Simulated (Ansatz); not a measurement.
# Sc₂As₃Se₃: rattling a relaxed structure

The structure comes from a proposed guess, relaxed at this level; another structure or a mixture of phases may lie lower.

Theory: Ansatz 0.2.0, DFT PBE, scalar-relativistic, plane waves, PAW. Plane waves to 420 eV, a k mesh through Γ of 12×12×12 on the computed 8-atom cell and Gaussian smearing (0.10 eV); no spin polarisation.

The cell below (8 atoms, space group R-3m (No. 166)) is relaxed within its symmetry.

```
Sc As Se
1.0
     1.85758    1.07248   16.55394
    -1.85758    1.07248   16.55394
     0.00000   -2.14495   16.55394
Sc As Se
2 3 3
Direct
  0.63015 0.63015 0.63015
  0.36985 0.36985 0.36985
  0.13375 0.13375 0.13375
  0.50000 0.50000 0.50000
  0.86625 0.86625 0.86625
  0.00000 0.00000 0.00000
  0.73233 0.73233 0.73233
  0.26767 0.26767 0.26767
```

For the test it was strained at random (σ = 1.5 % a component), the atoms were moved at random (σ = 0.05 Å), and all was relaxed again on a coarse 6×6×6 mesh (in the run’s order of axes) with 0.20 eV smearing, with no symmetry imposed.

No dispersion correction is applied, so the spacing and binding between layers, chains or molecules are poorly described. An odd number of electrons in the primitive cell allows no gap without spin; a larger cell or a magnetic state could open one.

Q: Is the structure stable against such a distortion?

A: It returns, within 1 meV/atom of the unmoved cell on that mesh and with the same symmetry when read at 0.1 Å (P1 at 0.01 Å, so small strains and shifts remain). No instability shows in this cell; modes of other wave vectors, which need another repeat, aren't tested.
